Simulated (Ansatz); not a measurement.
CdS (zinc blende, space group No. 216), plane-wave PAW r²SCAN (Ansatz code). The conduction-band minimum lies at Γ, with 1 equivalent valley. Second derivatives d²E/dk² of the lowest band at one valley (eV·Å²), along Cartesian directions:

```json
[
 {"direction": "[100]", "d²E/dk²": "50.15"},
 {"direction": "[010]", "d²E/dk²": "50.15"},
 {"direction": "[001]", "d²E/dk²": "50.15"},
 {"direction": "[110]", "d²E/dk²": "50.12"},
 {"direction": "[101]", "d²E/dk²": "50.12"},
 {"direction": "[011]", "d²E/dk²": "50.12"}
]
```

**Question.** Find the principal effective masses, the density-of-states mass and the conductivity mass.

**Answer.** Off-diagonal terms follow from H_xy = H[110] − (H_xx + H_yy)/2, and m*/mₑ = 7.620 eV·Å² over each eigenvalue: 0.15, 0.15, 0.15. One valley's DOS mass (m₁m₂m₃)^(1/3) = 0.15, conductivity mass 3/(Σ 1/mᵢ) = 0.15 mₑ.

**Question.** What effective density of states Nc follows at 300 K for parabolic valleys?

**Answer.** Nc = 2.509e19 × 1 × (0.15)^(3/2) ≈ 1.5e18 cm⁻³.

**Question.** With the computed static dielectric constant 9.09 (mean of the diagonal), estimate a hydrogenic donor's binding energy and radius.

**Answer.** E = 13.606 eV × 0.15/9.09² ≈ 25 meV; a = 0.529 Å × ε/m* ≈ 32 Å. Semilocal masses tend to be too small where the gap is.

**Question.** With ε∞ = 5.50 and ω_LO = 293 cm⁻¹, what Fröhlich coupling constant follows?

**Answer.** α = (1/ε∞ − 1/ε0) √(m* × 13.606 eV/ħω_LO) = 0.54.

Space group F-43m (zinc blende). The cell was relaxed with r²SCAN under the symmetry of its start; phonons on a q-mesh show no instability. Scalar-relativistic: spin–orbit coupling is off unless named, which matters more the heavier the elements.

Potentials: the later of the program's two PAW sets.
